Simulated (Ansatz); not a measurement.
**What DFT gives for La$_{3}$SbO$_{3}$**

```
La Sb O
1.0
     0.00000    3.97017    0.00000
     6.76043   -1.98509    0.00000
    -1.00504    1.98509  -10.64438
La Sb O
6 2 6
Cartesian
  4.8218 0.0000 -5.9247
  0.9336 3.9702 -4.7197
  5.8318 0.0000 -2.2010
  -0.0764 3.9702 -8.4433
  3.4550 3.9702 -9.5829
  2.3004 0.0000 -1.0615
  2.3107 1.9851 -7.2488
  3.4447 1.9851 -3.3956
  -0.2137 1.9851 -4.3536
  5.9690 1.9851 -6.2908
  4.6277 0.0000 -0.1916
  1.1277 3.9702 -10.4528
  0.2665 3.9702 -2.1182
  5.4889 0.0000 -8.5261
```

Level: r2SCAN, no spin polarisation; 500 eV; 5×5×5 Γ-centred mesh; fermi-dirac occupations (width 0.1 eV); Ansatz 0.2.0, fixed geometry.

Where is the largest force?

The largest is on La1 (and as large on other atoms): 1.11 eV/Å, components (-1.11, 0.00, -0.04). It makes 119° with the line to a nearest neighbour, O10 at 2.32 Å.

What is the band gap?

The gap is 0.81 eV, indirect (the least direct gap found is 0.93 eV). A semilocal functional usually gives too small a gap.

What is the formation energy?

-3.03 eV an atom against the elements' usual phases (free molecules for gases, crystals otherwise, with no correction for O₂ or N₂), so it is bound against them; other compounds may still compete. Relaxing would lower it.

Which orbitals make up the band edges?

Within 0.7 eV of the edges, the states project mainly on Sb p (62 %) and La d (20 %) below the gap and on La d (60 %) and La f (21 %) above it.

What does the stress say?

The pressure is 10.5 GPa (compression positive), so with the atoms held at these fractions the cell would first expand; the forces are large, so a full relaxation may end otherwise. The principal stresses 9.3, 9.6, 12.5 GPa differ, so its shape would change too.

Origin: a known structure type with other elements, at an estimated volume, so it need not be a known compound. Caveats: no spin-orbit coupling, which can shift this gap by tenths of an eV; f levels without a U or exact exchange are poorly placed.
